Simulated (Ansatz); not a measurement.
Phonons of zincblende-structured GdN

Level of theory: DFT, PBEsol, scalar-relativistic, collinear spin; plane waves to 420 eV with PAW datasets (Ansatz 0.2.0), Gaussian smearing of 0.05 eV. The datasets are Ansatz's generated set soft_2.

```xyz
2
Lattice="0.0000 2.6367 2.6367 2.6367 0.0000 2.6367 2.6367 2.6367 0.0000" Properties=species:S:1:pos:R:3 pbc="T T T"
Gd    0.0000    0.0000    0.0000
N     1.3184    1.3184    1.3184
```

This is a trial structure; measured cells of the compound in the Crystallography Open Database are in space group Fm-3m (rock salt).

Moments typed, the run going on from the state of an earlier one (μB, in the order of the atoms): 7.45, 0.0.

The spin moment ends at 7.00 μB for each cell as shown.

Force constants come from finite displacements in a 2×2×2 supercell (the unit cell's 8×8×8 k-mesh, folded to it); the long-range dipole term is included. Points in reciprocal vectors of this cell: Γ = (0.000, 0.000, 0.000), X = (-0.500, -0.500, 0.000), U = (-0.375, -0.375, 0.250), K = (-0.375, 0.000, 0.375), L = (0.000, 0.000, 0.500), W = (-0.500, -0.250, 0.250).

Question: Is the structure dynamically stable along this path, and where does the spectrum end?

Answer: Yes: no branch is imaginary beyond numerical noise. The highest frequency is 559 cm⁻¹, at Γ. Points that don't fit the supercell are interpolated.

Frequencies at the named points (cm⁻¹, imaginary ones negative):
| point | ω (cm⁻¹) |
| --- | --- |
| Γ | 0 0 0 415 415 559 |
| X | 118 118 188 348 348 547 |
| U | 105 150 173 361 407 500 |
| K | 105 150 173 361 407 500 |
| L | 66 66 190 391 391 527 |
| W | 132 141 168 359 452 457 |

Question: What does the harmonic approximation give for the vibrational free energy, entropy and heat capacity?

Answer: Zero-point energy 51.4 meV/atom.
| T (K) | F_vib (meV/atom) | S (J/K per mole of atoms) | C_V (J/K per mole of atoms) |
| --- | --- | --- | --- |
| 100 | 48.0 | 8.5 | 10.8 |
| 200 | 34.0 | 18.3 | 17.6 |
| 300 | 10.8 | 26.1 | 20.9 |
| 400 | -19.6 | 32.4 | 22.5 |
| 500 | -55.8 | 37.5 | 23.3 |
| 600 | -97.0 | 41.8 | 23.8 |
| 700 | -142.2 | 45.4 | 24.1 |
| 800 | -191.0 | 48.7 | 24.3 |
| 900 | -242.9 | 51.5 | 24.4 |
| 1000 | -297.7 | 54.1 | 24.5 |

The highest mode, 559 cm⁻¹, is worth 800 K. At 300 K the heat capacity has reached 84 % of the classical limit 3R = 24.9 J/K per mole of atoms, since the stiffer modes are still partly frozen out.

Cost: 36 s on 4 threads of AMD EPYC 9R45 96-Core Processor (Zen 5), with other jobs on the host, peak memory 2.2 GiB.

 Spin–orbit coupling, which matters for such heavy elements, is left out. Site moments are of spin, integrated over atomic spheres. No antiparallel order was tried.
